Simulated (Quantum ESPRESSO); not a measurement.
## Convergence test: AgBr

```xyz
2
Lattice="0.0000 2.8922 2.8922 2.8922 0.0000 2.8922 2.8922 2.8922 0.0000" Properties=species:S:1:pos:R:3 pbc="T T T"
Ag     0.0000     0.0000     0.0000
Br     2.8922     2.8922     2.8922
```
The geometry is a computed Materials Project entry, not a measured one. It is AgBr in Fm-3m. Stability against distortions was not tested. The run has no spin polarisation.

Method: PBE GIPAW on JTH datasets (Quantum ESPRESSO, modified build); kept fixed: 20 Ha, k-mesh 8×8×8 shifted. Shieldings are absolute and leave out the bulk-susceptibility term; a larger σ means a smaller chemical shift. No spin–orbit coupling; Ag is the heaviest element present. No d partial waves on Br: the paramagnetic term there is incompletely reconstructed. The band gap at this level is small, which makes the paramagnetic part of σ large and sensitive to the functional.

| conv_threshold of gipaw.x | σ_iso Ag (ppm) | σ_iso Br (ppm) | f-sum rule missed by (%) |
|---|---|---|---|
| 1e-06 | 3389.0 | 2497.1 | 0.00 |
| 1e-08 | 3365.7 | 2463.0 | 0.00 |
| 1e-10 | 3359.2 | 2458.6 | 0.00 |
| 1e-12 | 3358.9 | 2458.8 | 0.00 |
| 1e-14 | 3358.9 | 2458.8 | 0.00 |

Largest spread: σ_iso Br (ppm) moves over 38.5 across the rows.
